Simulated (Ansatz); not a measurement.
How the functional moves the response of TaRu (P4/mmm) (PBEsol, r²SCAN)

```yaml
crystal:
  lattice:
    - [3.02506, 0.00000, 0.00000]
    - [0.00000, 3.02506, 0.00000]
    - [0.00000, 0.00000, 3.38582]
  atoms:
    - { symbol: Ta, position: [0.50000, 0.50000, 0.50000] }
    - { symbol: Ru, position: [0.00000, 0.00000, 0.00000] }
```

This cell (15.49 Å³ an atom) was relaxed by PAW under PBEsol, and each functional gets its own cell relaxed so. Quantity: elastic moduli (Hill averages, relaxed ions; θ_D from sound speeds over directions).

Runs: (1) PBEsol, PAW on Ansatz 0.2.0's default frozen-core files (fitted under PBE), scalar-relativistic; k mesh 14×14×12, strains of ±0.005, Fermi-Dirac smearing of 0.100 eV, cutoff 420 eV. (2) r²SCAN, PAW on Ansatz 0.2.0's default frozen-core files (fitted under PBE), scalar-relativistic; k mesh 14×14×14, strains of ±0.005, Fermi-Dirac smearing of 0.050 eV, cutoff 500 eV.

Under PBEsol: B = 273 GPa, G = 81.3 GPa, C11 = 410 GPa, C33 = 383 GPa, C44 = 73.6 GPa, ν = 0.365, θ_D = 312 K.

Question: Which way does r²SCAN move the volume, and by how much?

Answer: a = 3.044, c = 3.393 Å, 15.72 Å³ an atom: 1.5 % larger.

Question: What does r²SCAN give for these quantities?

Answer: 

```json
{"quantity": "B", "PBEsol": "273 GPa", "r²SCAN": "270 GPa", "change": "-1 %"}
{"quantity": "G", "PBEsol": "81.3 GPa", "r²SCAN": "87.4 GPa", "change": "+7 %"}
{"quantity": "C11", "PBEsol": "410 GPa", "r²SCAN": "433 GPa", "change": "+5 %"}
{"quantity": "C33", "PBEsol": "383 GPa", "r²SCAN": "408 GPa", "change": "+7 %"}
{"quantity": "C44", "PBEsol": "73.6 GPa", "r²SCAN": "73.2 GPa", "change": "under 1 %"}
{"quantity": "ν", "PBEsol": "0.365", "r²SCAN": "0.354", "change": "-3 %"}
{"quantity": "θ_D", "PBEsol": "312 K", "r²SCAN": "322 K", "change": "+3 %"}
```

Limits of these numbers: frozen-core PAW files fitted under PBE, their cores solved anew for the functional of the run; responses of metals move with mesh and smearing; no spin-orbit coupling on heavy atoms; the softest shear constant rests on one k mesh, and a soft shear can herald a distortion on cooling; elastic stability says nothing of phonons or of other phases.
